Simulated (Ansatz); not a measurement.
Relaxed-ion elastic tensor of GaSb (rock salt, Fm-3m) in GPa (Voigt order), r²SCAN in the plane-wave PAW code Ansatz; density 6.73 g/cm³, 23.62 Å³ per atom.

```
 127  31.6  31.6   0.0   0.0   0.0
31.6   127  31.6   0.0   0.0   0.0
31.6  31.6   127   0.0   0.0   0.0
 0.0   0.0   0.0  10.2   0.0   0.0
 0.0   0.0   0.0   0.0  10.2   0.0
 0.0   0.0   0.0   0.0   0.0  10.2
```

**Question.** Is the crystal mechanically stable?

**Answer.** Yes: the smallest eigenvalue of C is 10.2 GPa.

**Question.** Work out the Voigt, Reuss and Hill averages.

**Answer.** K_V = 63.4, K_R = 63.4, K_H = 63.4; G_V = 25.2, G_R = 14.9, G_H = 20.1 GPa.

**Question.** Give Young's modulus, Poisson's ratio, Pugh's ratio and the universal anisotropy index.

**Answer.** E = 9KG/(3K + G) = 54.4 GPa; ν = 0.36; K/G = 3.16 (ductile by the Pugh limit of 1.75); A_U = 5G_V/G_R + K_V/K_R − 6 = 3.45.

**Question.** Estimate the sound speeds and the Debye temperature.

**Answer.** v_l = √((K + 4G/3)/ρ) = 3660 m/s, v_t = √(G/ρ) = 1730 m/s, mean 1940 m/s; Θ = (h/k)(3n/4πV)^(1/3) v_m = 202 K.

**Question.** Give the Zener ratio and Young's modulus along [100], [110] and [111].

**Answer.** A = 2C44/(C11 − C12) = 0.21; 1/E = S11 − 2(S11 − S12 − S44/2)Γ with Γ = 0, 1/4, 1/3 gives 114, 35.8, 29.1 GPa.

The start of the workflow was typed in or built on a structure type; neither database checked (COD, Materials Project) lists it. It is not the phase usual at ambient conditions (space group No. 216). Symmetry was held in the r²SCAN relaxation; whether a distortion lowers the energy is not shown. As this level gives no gap, shear constants depend on the k-mesh and smearing (Fermi–Dirac, 0.1 eV here). Scalar-relativistic: spin–orbit coupling is off unless named, which matters more the heavier the elements.

Potentials: the later of the program's two PAW sets.
